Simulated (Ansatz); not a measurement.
## Bi2Te3 (R-3m) under several functionals

**What was measured.**

“Unusual non saturating Giant Magneto-resistance in single crystalline Bi2Te3 topological insulator”, 2016, arxiv:1611.02859 reports, for a powder of Bi2Te3 at 300 K: lattice constant a 4.3866 ± 0.0002 Å; lattice constant c 30.4978 ± 0.0013 Å.

Plane-wave DFT in Ansatz with scalar-relativistic PAW potentials. The same structure was relaxed (cell and atoms, symmetry kept) in separate runs at each level. No spin polarisation.

Q: How do the levels PBE, PBE+D3(BJ), PBEsol, r2SCAN compare?

A:
| level | cutoff (eV) | k mesh | V (Å³/atom) | a (Å) | c (Å) | gap (eV) |
| --- | --- | --- | --- | --- | --- | --- |
| PBEsol | 420 | 12×12×12 | 33.599 | 4.381 | 30.323 | 0.22 |
| PBE+D3(BJ) | 420 | 12×12×12 | 33.676 | 4.385 | 30.335 | 0.27 |
| r2SCAN | 500 | 12×12×12 | 36.433 | 4.419 | 32.319 | 0.88 |
| PBE | 420 | 12×12×12 | 36.721 | 4.447 | 32.169 | 0.55 |

The usual order of volumes, PBEsol < PBE, holds here (33.599, 36.721 Å³/atom). As a rule PBEsol, built on the gradient expansion of slowly varying densities, lies between LDA and PBE; PBE's stronger gradient term for exchange weakens bonds. Adding D3 to PBE changes the volume by -8.3 %; the term is attractive, so it pulls cells in, most where layers or molecules are weakly bound. r2SCAN lies 0.8 % under PBE in volume. Each gap belongs to its own cell, so it mixes the functional's effect with that of the volume; gaps are the least found on the k mesh or on a band path.

For PBE: A measured lattice constant a of Bi2Te3 is 4.3866 Å (300 K; powder; “Unusual non saturating Giant Magneto-resistance in single crystalline Bi2Te3 topological insulator”, 2016, arxiv:1611.02859); the calculated 4.447 Å misses it by +1.4 %. A measured lattice constant c of Bi2Te3 is 30.4978 Å (300 K; powder; “Unusual non saturating Giant Magneto-resistance in single crystalline Bi2Te3 topological insulator”, 2016, arxiv:1611.02859); the calculated 32.169 Å misses it by +5.5 %. So large a difference can come from the functional (as between layers that it hardly binds), but also from another choice of axes, another phase or a misread value. 2 values of this kind are on record (30.497 to 30.4978 Å); this one was drawn at random among those near their median, those with a stated uncertainty first. A miss of over 4 % is beyond the usual error for strongly bound crystals; weak bonds between layers or molecules, another minimum of the same symmetry, another phase or composition in the sample, or a faulty compiled value are the usual causes, and none was traced here. The calculations are for 0 K without zero-point motion.

Spin-orbit coupling is left out, which matters for the bands of heavy elements.